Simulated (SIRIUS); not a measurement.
Consider a self-consistent single point of Cu (C2/m, 1 atom in the cell; from Materials Project mp-30, changed as shown).

```xyz
1
Lattice="0.0000 1.7887 1.7887 1.7887 0.0000 1.7887 1.7529 1.7529 0.0000" Properties=species:S:1:pos:R:3 pbc="T T T"
Cu     0.0000     0.0000     0.0000
```

Level of theory: PBE, GBRV PBE ultrasoft pseudopotentials (plane waves; SIRIUS 7.12.0).

SIRIUS settings:

* **parameters.ngridk**: 16 16 16
* **parameters.xc_functionals**: [XC_GGA_X_PBE, XC_GGA_C_PBE]
* **parameters.gk_cutoff**: 6.325 1/bohr
* **parameters.pw_cutoff**: 14.143 1/bohr
* **parameters.smearing**: fermi_dirac
* **parameters.smearing_width**: 0.00183747 Ha
* **potentials**: GBRV PBE ultrasoft pseudopotentials
* **parameters.electronic_structure_method**: pseudopotential
* **parameters.num_bands**: 14
* **parameters.num_mag_dims**: 0
* **parameters.num_dft_iter**: 100
* **parameters.energy_tol**: 1e-07 Ha
* **parameters.density_tol**: 1e-06
* **mixer.type**: anderson
* **mixer.beta**: 0.5
* **mixer.use_hartree**: true

Results:

* **Number of valence electrons**: 19
* **Number of bands**: 14
* **Number of k-points after the program's reduction**: 1098
* **Number of plane waves (most at a k-point)**: 332
* **Number of SCF iterations**: 16
* **FFT grid**: 24 × 24 × 24
* **Free energy E − TS**: -5493.6778 eV
* **Fermi level (on the code's own zero)**: 17.18 eV
* **Pressure**: 10.98 GPa

Stress (GPa, positive for compression):
```
11.26   2.10  -1.02
 2.10  11.26  -1.02
-1.02  -1.02  10.42
```

For comparison: a first run was changed to give this one (lattice vector c scaled by 0.98), and from it to this one the free energy rises by 15.7 meV/atom and the pressure goes from 7.12 to 10.98 GPa.

The structure comes from a collection of computed structures, made at another level of theory; the collection holds predicted forms beside known ones.

Cost on one core: about 110 core-seconds (a rough figure).
